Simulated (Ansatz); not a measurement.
BaTiO$_{3}$:
Space group P4mm (No. 99); a = 3.927 Å, b = 3.927 Å, c = 3.975 Å, α = 90.00°, β = 90.00°, γ = 90.00°

```tsv
atom	site	symmetry	x	y	z
Ba	1b	4mm	0.5000	0.5000	0.5795
Ti	1a	4mm	0.0000	0.0000	0.0917
O	2c	2mm.	0.0000	0.5000	0.0651
O	1a	4mm	0.0000	0.0000	0.5585
```

Relaxed at zero pressure with the program Ansatz at the LDA level (PAW).

### Question
The volume is raised by 3 % and shape and atoms relax at that volume. What pressure results, and how do the axes share the change?

### Answer
-4.0 GPa; a 0.5 %, b 0.5 %, c 2.0 %; the energy rises by 5 meV/atom.

### Question
Give the new structure.

### Answer

Space group P4mm (No. 99); a = b = 3.9456 Å, c = 4.0553 Å, α = β = γ = 90.00°

| atom | site | symmetry | x | y | z |
|---|---|---|---|---|---|
| Ba | 1b | 4mm | 0.5000 | 0.5000 | 0.5845 |
| Ti | 1a | 4mm | 0.0000 | 0.0000 | 0.0997 |
| O | 2c | 2mm. | 0.0000 | 0.5000 | 0.0628 |
| O | 1a | 4mm | 0.0000 | 0.0000 | 0.5501 |

The phase is kept; no other phase was compared at this pressure.

The cell was relaxed with LDA under the symmetry of its start. At this level the phase is dynamically unstable (imaginary phonons). The run is not spin-polarised. Spin–orbit coupling is left out wherever it is not named.

Potentials: the earlier of the program's two PAW sets.
